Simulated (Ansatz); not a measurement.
NbP:
```
CELL_PARAMETERS angstrom
     -1.65177     1.65177     5.61479
      1.65177    -1.65177     5.61479
      1.65177     1.65177    -5.61479
ATOMIC_POSITIONS crystal
  Nb 0.99911 0.99911 0.00000
  Nb 0.74911 0.24911 0.50000
  P  0.41689 0.41689 0.00000
  P  0.16689 0.66689 0.50000
```

Relaxed with LDA.

Problem. Which orbitals make up the states near the Fermi level in DFT-LDA in the program Ansatz with PAW potentials?

Solution. Within 0.5 eV of the Fermi level: Nb 4d 79 %, P 3p 14 %. Projections are on Löwdin-orthogonalised atomic valence shells; empty p or d shells of many metals are not among them.

Problem. Tabulate the density of states.

Solution. States/eV per cell of 4 atoms, in 0.25 eV bins, energy from the Fermi level.

```tsv
E (eV)	total	Nb 4d	P 3p	P 3s
-7.85	0.00	0.00	0.00	0.00
-7.60	0.00	0.00	0.00	0.00
-7.35	0.00	0.00	0.00	0.00
-7.10	0.00	0.00	0.00	0.00
-6.85	0.00	0.00	0.00	0.00
-6.60	0.00	0.00	0.00	0.00
-6.35	0.45	0.10	0.25	0.02
-6.10	1.30	0.35	0.71	0.04
-5.85	1.77	0.58	0.95	0.05
-5.60	2.85	1.04	1.52	0.05
-5.35	3.80	1.40	2.03	0.06
-5.10	2.11	0.80	1.10	0.05
-4.85	1.03	0.40	0.52	0.04
-4.60	1.52	0.51	0.85	0.06
-4.35	2.02	0.71	1.14	0.06
-4.10	2.83	1.07	1.52	0.07
-3.85	2.73	1.05	1.47	0.07
-3.60	3.07	1.27	1.58	0.07
-3.35	3.00	1.37	1.47	0.04
-3.10	2.69	1.18	1.36	0.03
-2.85	4.65	1.99	2.44	0.02
-2.60	3.81	1.71	1.93	0.02
-2.35	4.33	2.14	2.02	0.03
-2.10	2.16	1.21	0.86	0.01
-1.85	1.56	0.97	0.52	0.01
-1.60	1.36	0.99	0.29	0.02
-1.35	2.61	1.95	0.47	0.03
-1.10	2.79	2.22	0.33	0.03
-0.85	3.58	2.85	0.40	0.04
-0.60	3.82	3.01	0.51	0.04
-0.35	1.82	1.35	0.31	0.01
-0.10	0.33	0.26	0.06	0.00
0.15	0.63	0.53	0.07	0.00
0.40	1.67	1.40	0.19	0.01
0.65	1.52	1.24	0.21	0.01
0.90	1.65	1.36	0.20	0.02
1.15	1.85	1.54	0.19	0.02
1.40	2.43	2.04	0.24	0.03
1.65	2.32	1.88	0.27	0.04
1.90	2.07	1.63	0.26	0.07
2.15	2.48	1.84	0.38	0.10
2.40	2.45	1.77	0.42	0.11
2.65	3.02	2.17	0.47	0.16
2.90	3.84	2.72	0.61	0.20
3.15	4.18	2.79	0.80	0.24
3.40	3.54	2.33	0.68	0.25
3.65	2.87	1.72	0.64	0.30
3.90	2.72	1.51	0.61	0.36
4.15	4.00	2.13	0.85	0.57
```

Space group I4_1md. The cell was relaxed with LDA under the symmetry of its start; of distortions, only those at the zone centre were tested. No spin polarisation was allowed. A small band overlap can be real or an error of a semilocal functional. Scalar-relativistic: spin–orbit coupling is off unless named, which matters more the heavier the elements.

Potentials: the later of the program's two PAW sets.
